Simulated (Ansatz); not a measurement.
An Ansatz (a first-principles code) input:

Ansatz 0.2 input:
```yaml
crystal:
  lattice:
    - [0.0, 2.7192385852, 2.7192385852]
    - [2.7192385852, 0.0, 2.7192385852]
    - [2.7192385852, 2.7192385852, 0.0]
  atoms:
    - { symbol: P, position: [0.75, 0.75, 0.75] }
    - { symbol: Ga, position: [0.0, 0.0, 0.0] }
kpoints:
  mp_grid: { grid: [7, 7, 7] }
  band_path:
    path:
      - [[0.0, 0.0, 0.0], [0.5, 0.0, 0.5], [0.625, 0.25, 0.625]]  # Γ-X-U
      - [[0.375, 0.375, 0.75], [0.0, 0.0, 0.0], [0.5, 0.5, 0.5], [0.5, 0.25, 0.75], [0.5, 0.0, 0.5]]  # K-Γ-L-W-X
      - [VBM, CBM]
    npoints: 12
basis: { xc_grid: 2 }
hamiltonian:
  xc: pbesol
  pseudopotentials: { kind: paw }
magnetization: { noncollinear: true, spin_orbit: true }
scf:
  n_extra_bands: 12
  convergence: { dr2_threshold: 0.0000000001 }
  occupations: { method: gaussian, width: 0.01 }
checkpoint: { write: soc.run }
output: { eigenvalues: true }
```

### Question
How many symmetry operations and irreducible k-points will the run report?

### Answer
24 operations, 20 of 343 k-points.

### Question
With a cutoff of 420 eV, how many plane waves at Γ?

### Answer
749.

It took very roughly 30 core-seconds on shared server cores.

Space group F-43m (zinc blende). The cell was relaxed with PBEsol under the symmetry of its start.

Potentials: the later of the program's two PAW sets.

Ansatz is a plane-wave DFT program.
